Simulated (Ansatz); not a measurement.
PbF2:
```xyz
3
Lattice="0.0000 3.0003 3.0003 3.0003 0.0000 3.0003 3.0003 3.0003 0.0000" Properties=species:S:1:pos:R:3 pbc="T T T"
Pb     0.0000     0.0000     0.0000
F      4.5005     4.5005     4.5005
F      1.5002     1.5002     1.5002
```

Relaxed with PBE. Special points in fractions of this cell's reciprocal vectors: Γ (0.000, 0.000, 0.000); X (0.500, 0.000, 0.500); U (0.625, 0.250, 0.625); K (0.375, 0.375, 0.750); L (0.500, 0.500, 0.500); W (0.500, 0.250, 0.750).

Question: List the band energies nearest the valence-band maximum at these points for plane-wave PAW PBE (Ansatz code).

Answer: In eV from the valence-band maximum; about four levels below and three above (degenerate sets whole), none deeper than 8.9 eV; … stands for higher levels left out; points with the same levels are listed once.

| k | below | above |
|---|---|---|
| Γ | -2.25 -2.25 -2.25 -1.76 -1.76 -1.76 | … |
| X | -1.37 -1.37 -1.36 -0.14 | 4.42 … |
| U | -1.85 -1.51 -1.37 -0.03 | 5.29 6.61 … |
| L | -2.42 -2.42 -1.93 -1.93 -0.01 | 5.03 … |
| W | -2.43 -2.43 -1.42 -1.31 0.00 | 6.00 6.00 … |

Space group Fm-3m (fluorite). Symmetry was held in the PBE relaxation. Spin–orbit coupling is left out wherever it is not named.

Potentials: the later of the program's two PAW sets.
